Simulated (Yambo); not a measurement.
**Cs2PtBr6: lowest vertical excitons**

```
CELL_PARAMETERS angstrom
      0.00000     5.40780     5.40780
      5.40780     0.00000     5.40780
      5.40780     5.40780     0.00000
ATOMIC_POSITIONS crystal
  Br 0.76923 0.23077 0.76923
  Br 0.23077 0.76923 0.23077
  Br 0.76923 0.23077 0.23077
  Br 0.23077 0.76923 0.76923
  Br 0.76923 0.76923 0.23077
  Br 0.23077 0.23077 0.76923
  Cs 0.75000 0.75000 0.75000
  Cs 0.25000 0.25000 0.25000
  Pt 0.00000 0.00000 0.00000
```

The geometry is that of Materials Project entry mp-30062, symmetrised and not relaxed again.

BSE in Yambo on PBEsol (Quantum ESPRESSO, PseudoDojo norm-conserving, 84 Ry, without SOC) bands: 4×4×4 mesh, 21 valence and 6 conduction bands, static screening with 155 bands and a 3 Ry block, scissor 2.12 eV, Tamm-Dancoff; field along x.

| state | energy (eV) | states within 2 meV | relative strength | class | main transitions |
|---|---|---|---|---|---|
| 1 | 2.34 | 3 | < 0.01 | dark | several band pairs |
| 2 | 2.66 | 3 | < 0.01 | dark | several band pairs |
| 3 | 2.75 | 3 | < 0.01 | dark | several band pairs |
| 4 | 2.83 | 3 | < 0.01 | dark | several band pairs |
| 5 | 3.06 | 3 | < 0.01 | dark | several band pairs |
| 6 | 3.14 | 3 | < 0.01 | dark | VB → CB (86 %) |

These are vertical excitations (zero momentum). The direct quasiparticle gap on this mesh is 3.43 eV; counted from there, state 1 is bound by 1.10 eV. Convergence with the mesh was not shown.

Spin singlets only. Strengths are relative to the strongest of the lowest states of this run; strong means a line over 3 % of the spectrum's maximum, dark under 0.03 %. Absolute energies carry the error of the G0W0 scissor, whose convergence isn't established.

Without spin-orbit coupling, band edges of such heavy elements can be off by tenths of an eV.

The structure is a Materials Project entry; no match was found in the copy of COD used, and its stability was not checked.
